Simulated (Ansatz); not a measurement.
**Ta$_{4}$O (P4/mmm), symmetry broken, then relaxed**

Theory: DFT PBE, scalar-relativistic, plane waves, PAW in Ansatz. Cutoff 420 eV, Γ-centred 10×10×6 k-points, Gaussian smearing of 0.15 eV. Spin–orbit coupling is left out, which can shift energies with elements as heavy as these. No spin polarisation. Energies are free energies at this smearing, counted from the undisturbed cell; pressure is positive in compression.

Zero of the scan (relaxed at this level; it needn't be the usual structure):

```
CELL_PARAMETERS angstrom
3.25471 0.00000 0.00000
0.00000 3.25471 0.00000
0.00000 0.00000 7.39539
ATOMIC_POSITIONS crystal
Ta 0.00000 0.00000 0.50000
Ta 0.50000 0.50000 0.78291
Ta 0.50000 0.50000 0.21709
Ta 0.00000 0.00000 0.00000
O 0.50000 0.50000 0.50000
```

The atoms are displaced (Å, in the unstrained cell):

| atom | ux | uy | uz |
| --- | --- | --- | --- |
| Ta1 | -0.090 | 0.312 | 0.155 |
| Ta2 | 0.022 | -0.078 | -0.039 |
| Ta3 | 0.022 | -0.078 | -0.039 |
| Ta4 | 0.022 | -0.078 | -0.039 |
| O5 | 0.022 | -0.078 | -0.039 |

Cell and atoms are then relaxed.

Q: Does the relaxation return to the undisturbed structure?

A: Yes (up to a choice of domain or origin): same space group and volume, and an energy 0.0 meV/atom from it. The disturbance itself cost 158.0 meV/atom. The final space group reads P4/mmm (tolerance 0.05 Å) and the volume changes by 0.03 %.

Final structure:

```
Ta O
1.0
     3.25482   -0.00001    0.00000
    -0.00001    3.25475    0.00003
     0.00000    0.00007    7.39704
Ta O
4 1
Cartesian
  0.0000 3.2548 3.6985
  1.6274 1.6274 5.7907
  1.6274 1.6274 1.6063
  3.2548 3.2547 0.0000
  1.6274 1.6275 3.6985
```

The relaxation, step by step (energy from the first step; small jumps at an unchanged geometry come where the plane waves are selected anew for the new cell):

```
step  ΔE (meV/atom) largest force component (eV/Å) pressure (GPa)
   1            0.0                           3.374            8.38
   2         -106.6                           1.135           -2.60
   3         -155.1                           0.236            1.40
   4         -157.9                           0.004           -0.04
   5         -158.0                           0.018           -0.04
   6         -158.0                           0.002           -0.01
   7         -158.0                           0.002           -0.01
```

Frames along the relaxation (Å, eV/Å):

```xyz
5
Lattice="3.255 0.000 0.000 0.000 3.255 0.000 0.000 0.000 7.395" Properties=species:S:1:pos:R:3:forces:R:3 pbc="T T T" step=1
Ta   -0.090    0.312    3.853    1.934   -3.374   -0.843
Ta    1.650    1.549    5.751   -0.521    1.322    1.074
Ta    1.650    1.549    1.567   -0.301    0.774    0.009
Ta    0.022   -0.078   -0.039    0.102   -0.271    0.191
O     1.650    1.549    3.659   -1.213    1.550   -0.430
5
Lattice="3.323 -0.003 0.002 -0.003 3.255 0.002 0.004 0.004 7.438" Properties=species:S:1:pos:R:3:forces:R:3 pbc="T T T" step=2
Ta   -0.036    0.149    3.786    0.484   -1.110   -0.259
Ta    1.650    1.667    5.819    0.158   -0.485   -0.068
Ta    1.648    1.642    1.592    0.156   -0.389    0.230
Ta    0.019   -0.061   -0.005   -0.406    1.135   -0.070
O     1.706    1.490    3.689   -0.392    0.849    0.168
5
Lattice="3.262 -0.030 -0.001 -0.030 3.248 -0.003 -0.002 -0.007 7.362" Properties=species:S:1:pos:R:3:forces:R:3 pbc="T T T" step=3
Ta   -0.003   -0.002    3.682    0.020   -0.006   -0.005
Ta    1.610    1.601    5.753    0.025    0.007    0.228
Ta    1.614    1.609    1.604    0.009   -0.001   -0.236
Ta   -0.002    0.000    0.000   -0.028    0.003   -0.002
O     1.624    1.603    3.678   -0.026   -0.003    0.014
5
Lattice="3.260 -0.003 0.000 -0.003 3.254 0.000 0.000 -0.001 7.391" Properties=species:S:1:pos:R:3:forces:R:3 pbc="T T T" step=4
Ta    0.000    0.000    3.695    0.004   -0.002   -0.001
Ta    1.628    1.625    5.786    0.000    0.001   -0.003
Ta    1.628    1.626    1.604   -0.001    0.000    0.004
Ta    0.000    0.000    0.000    0.001    0.000    0.001
O     1.629    1.625    3.695   -0.003    0.001   -0.001
5
Lattice="3.254 0.000 0.000 0.000 3.254 0.000 0.000 0.000 7.402" Properties=species:S:1:pos:R:3:forces:R:3 pbc="T T T" step=5
Ta    0.000    0.000    3.701    0.000    0.000    0.000
Ta    1.627    1.627    5.793    0.000    0.000    0.018
Ta    1.627    1.627    1.609    0.000    0.000   -0.018
Ta    0.000    0.000    0.000    0.000    0.000    0.000
O     1.627    1.627    3.701    0.000    0.000    0.000
5
Lattice="3.255 0.000 0.000 0.000 3.255 0.000 0.000 0.000 7.397" Properties=species:S:1:pos:R:3:forces:R:3 pbc="T T T" step=6
Ta    0.000    0.000    3.699    0.000    0.000    0.000
Ta    1.627    1.627    5.791    0.000    0.000    0.002
Ta    1.627    1.627    1.606    0.000    0.000   -0.002
Ta    0.000    0.000    0.000    0.000    0.000    0.000
O     1.627    1.627    3.699    0.000    0.000    0.000
5
Lattice="3.255 0.000 0.000 0.000 3.255 0.000 0.000 0.000 7.397" Properties=species:S:1:pos:R:3:forces:R:3 pbc="T T T" step=7
Ta    0.000    0.000    3.699    0.000    0.000    0.000
Ta    1.627    1.627    5.791    0.000    0.000    0.002
Ta    1.627    1.627    1.606    0.000    0.000   -0.002
Ta    0.000    0.000    0.000    0.000    0.000    0.000
O     1.627    1.627    3.699    0.000    0.000    0.000
```

Cost: 3 runs of about 12 core-minutes in all, on Arm Neoverse V1 (shared hosts).